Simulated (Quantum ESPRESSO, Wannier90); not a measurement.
**Wannier functions of InP (zinc blende)**

Materials Project entry mp-20351; symmetrised, unrelaxed at this level. COD (Crystallography Open Database) has an entry of this formula and space group (matched by these alone). Method: PBEsol plane waves in Quantum ESPRESSO 7.5 (PseudoDojo norm-conserving files, 56 Ry, spinors with spin-orbit coupling), Bloch states on a 8×8×8 mesh through Γ, Wannier90 4.0.1. Density: 10×10×10 mesh, Gaussian smearing 0.01 Ry.

```
begin unit_cell_cart
ang
    0.0000000000    2.9519750000    2.9519750000
    2.9519750000    0.0000000000    2.9519750000
    2.9519750000    2.9519750000    0.0000000000
end unit_cell_cart
mp_grid = 8 8 8
```

Neighbour vectors b of the finite-difference formula (Å⁻¹), by shell:

```tsv
shell	b_x	b_y	b_z
1	0.13303	0.13303	-0.13303
1	0.13303	-0.13303	0.13303
1	-0.13303	0.13303	0.13303
1	0.13303	0.13303	0.13303
1	-0.13303	-0.13303	0.13303
1	-0.13303	0.13303	-0.13303
1	0.13303	-0.13303	-0.13303
1	-0.13303	-0.13303	-0.13303
```

**Question.** Find the weights w_b from the completeness condition Σ_b w_b b_α b_β = δ_αβ.

**Answer.** Shell 1: Σ b_x² = 0.142, Σ b_y² = 0.142, Σ b_z² = 0.142 Å⁻²
Each of the three diagonal sums, weighted, has to give 1 and the off-diagonal ones 0, which holds for w_1 = 7.06 Å². Check on xx: 7.06×0.142 = 1.00.

On this mesh the 8 functions of bands 11-18 (valence bands; start: SCDM (isolated), conv_tol = 1.0e-6) end with spreads 2.3414, 2.3414, 2.3414, 2.3414, 2.3414, 2.3414, 2.3414, 2.3414 Å², Ω_I = 17.4315 Å² and Ω_D = 0.0288 Å².

Ω_total is the sum of the spreads, 18.731 Å². Ω_OD = Ω_total − Ω_I − Ω_D = 1.271 Å². Only (Ω_D + Ω_OD)/Ω_total = 6.9 % depends on the gauge, and another start could lower the total by that share at most. The rms radius is √(Ω_total/8) = 1.53 Å.
